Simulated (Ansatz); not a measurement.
Below is a relaxed structure of Zn3Cd2S5. The cell was found from a structure generator's guess, not taken from experiment.

Level of theory: DFT PBE, scalar-relativistic, plane waves, PAW in Ansatz. Cutoff 420 eV, Γ-centred mesh, Gaussian smearing, no spin polarisation.

```yaml
crystal:
  lattice:
    - [-1.98155, 1.98155, 14.23515]
    - [1.98155, -1.98155, 14.23515]
    - [1.98155, 1.98155, -14.23515]
  atoms:
    - { symbol: Zn, position: [0.45382, 0.95382, 0.50000] }
    - { symbol: Zn, position: [0.04618, 0.54618, 0.50000] }
    - { symbol: Zn, position: [0.25000, 0.75000, 0.50000] }
    - { symbol: Cd, position: [0.64807, 0.14807, 0.50000] }
    - { symbol: Cd, position: [0.85193, 0.35193, 0.50000] }
    - { symbol: S, position: [0.79588, 0.79588, 0.00000] }
    - { symbol: S, position: [0.40797, 0.40797, 0.00000] }
    - { symbol: S, position: [0.00000, 0.00000, 0.00000] }
    - { symbol: S, position: [0.59203, 0.59203, 0.00000] }
    - { symbol: S, position: [0.20412, 0.20412, 0.00000] }
```

Formation energies are uncorrected and refer to the elements' standard structures at the same level.

Question: What space group does it have?

Answer: I-4m2 (No. 119), with Zn and Cd ordered on zinc blende sites. Conventional cell: a = 3.963 Å, c = 28.470 Å. Around Zn on a site of symmetry 2mm lie 4 S at 2.37–2.38 Å; around Zn on a site of symmetry -4m2 lie 4 S at 2.37 Å; around Cd lie 4 S at 2.54 Å; around S on a site of symmetry 2mm lie 2 Zn at 2.37 Å and 2 Cd at 2.54 Å; 2 more sites not described.

Question: What is its formation energy per atom?

Answer: −0.741 eV/atom. Whether it is stable depends on the other phases of the system, which aren't compared here.

Question: Is it a metal?

Answer: No, the gap on the 10×10×10 mesh is 1.46 eV.

The last run used a 10×10×10 mesh for its 10-atom cell and Gaussian smearing of 0.02 eV. Kohn–Sham gaps at this level usually fall short of measured ones. The reference form of S is held partly by dispersion forces, which this level lacks. Symmetry constrained the relaxation, so the result can be a saddle point.
